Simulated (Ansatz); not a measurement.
All numbers below come from Ansatz, DFT PBE, scalar-relativistic, plane waves, PAW. Plane waves to 420 eV, an 8×8×8 mesh through Γ for the 5-atom cell and 0.10 eV Gaussian smearing; no spin polarisation.

Energies over the elements count from the elements' standard structures at the same level (O₂ as a molecule), with no fitted energy shifts.

Question: Suggest a trial structure for a cubic metal made of Cd, Mg and O, with a formation energy near −0.10 eV/atom and a density near 6.03 g/cm³, in a cell of 5 atoms.

Answer: MgCd3O, space group Pm-3m (No. 221). Mg has 12 Cd at 3.33 Å; Cd has 2 O at 2.35 Å, 4 Mg at 3.33 Å and 8 Cd at 3.33 Å; O has 6 Cd at 2.35 Å.

```
Mg Cd O
1.0
     4.70245    0.00000    0.00000
     0.00000    4.70245    0.00000
     0.00000    0.00000    4.70245
Mg Cd O
1 3 1
Direct
  0.50000 0.50000 0.50000
  0.50000 0.00000 0.00000
  0.00000 0.50000 0.00000
  0.00000 0.00000 0.50000
  0.00000 0.00000 0.00000
```

- Volume per atom: 20.80 Å³
- Density: 6.03 g/cm³
- Energy over the elements: −0.10 eV/atom
- Gap on the 8×8×8 mesh of the 5-atom cell: 0 eV (a metal)

It was reached by relaxing an invented guess, and it needn't be the stable form of this composition. The answer needn't be unique; the calculation gave this one.

A structure relaxed within its symmetry needn't be a true minimum. Another cell of MgCd3O relaxed alike, in P4mm, lies 83 meV/atom lower, so this cell isn't the stable form at this level.
